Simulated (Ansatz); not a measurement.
Relaxed candidate structures of TiZnO₃:

A. R-3, hexagonal axes (No. 148), hR10; a = 5.0607 Å, b = 5.0607 Å, c = 13.8228 Å, α = 90.00°, β = 90.00°, γ = 120.00°; Ti 6c (0.000, 0.000, 0.146); Zn 6c (0.000, 0.000, 0.361); O 18f (0.350, 0.037, 0.088)

B. R3c, hexagonal axes (No. 161), hR10; a = 5.0710 Å, b = 5.0710 Å, c = 13.7164 Å, α = 90.00°, β = 90.00°, γ = 120.00°; Ti 6a (0.000, 0.000, 0.000); Zn 6a (0.000, 0.000, 0.280); O 18b (0.377, 0.010, 0.230)

Task: Order them by energy per atom (lowest first) at the level PBEsol (plane waves to 420 eV, PAW, scalar-relativistic; Ansatz, a program for electronic structure).

Result: A (reference, the lowest among the structures calculated here), B (+27 meV/atom)

Task: Give each candidate's band gap.

Result: No candidate is metallic. A: 3.09 eV (no spin-orbit coupling); B: 2.89 eV (no spin-orbit coupling).

Each run could gain symmetry but not lose that of its start, so entries can be saddle points.  Energies are at zero temperature and pressure, without zero-point motion. Each cell has its own k-point mesh; energy differences are given only to the digits this allows. No spin polarisation in the result. Gaps of cells over 8 atoms come from the SCF mesh and high-symmetry points alone.
